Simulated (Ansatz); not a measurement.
Relaxed-ion elastic tensor of AgRhO₂ in space group R-3m (No. 166; Ag on 3a, Rh on 3b, O on 6c) in GPa (Voigt order), PBEsol (plane waves, PAW; program Ansatz); density 8.06 g/cm³, 12.50 Å³ per atom.

```json
[
 {"": "1", "1": "232", "2": "104", "3": "132", "4": "-5.4", "5": "0.0", "6": "0.0"},
 {"": "2", "1": "104", "2": "232", "3": "132", "4": "5.4", "5": "0.0", "6": "0.0"},
 {"": "3", "1": "132", "2": "132", "3": "324", "4": "0.0", "5": "0.0", "6": "0.0"},
 {"": "4", "1": "-5.4", "2": "5.4", "3": "0.0", "4": "19.4", "5": "0.0", "6": "0.0"},
 {"": "5", "1": "0.0", "2": "0.0", "3": "0.0", "4": "0.0", "5": "19.4", "6": "-5.4"},
 {"": "6", "1": "0.0", "2": "0.0", "3": "0.0", "4": "0.0", "5": "-5.4", "6": "63.8"}
]
```

Is the crystal mechanically stable?

Yes: the smallest eigenvalue of C is 18.8 GPa.

Work out the Voigt, Reuss and Hill averages.

K_V = 170, K_R = 163, K_H = 166; G_V = 48.4, G_R = 33.0, G_H = 40.7 GPa.

Give Young's modulus, Poisson's ratio, Pugh's ratio and the universal anisotropy index.

E = 9KG/(3K + G) = 113 GPa; ν = 0.39; K/G = 4.08 (ductile by the Pugh limit of 1.75); A_U = 5G_V/G_R + K_V/K_R − 6 = 2.38.

Estimate the sound speeds and the Debye temperature.

v_l = √((K + 4G/3)/ρ) = 5230 m/s, v_t = √(G/ρ) = 2250 m/s, mean 2540 m/s; Θ = (h/k)(3n/4πV)^(1/3) v_m = 326 K.

How much does each axis shrink under pressure?

Linear compressibilities β_i = Σ_j S_ij (j = 1 to 3): x 2.6, y 2.6, z 0.97 per TPa.

The first step of the workflow began from a Materials Project structure, measured or hypothetical; the Crystallography Open Database copy checked does not list it. Whether it is the stable phase at ambient conditions was not checked. The PBEsol relaxation kept the symmetry of its start; its stability against distortions is not shown here. The run is not spin-polarised.

Potentials: the later of the program's two PAW sets.
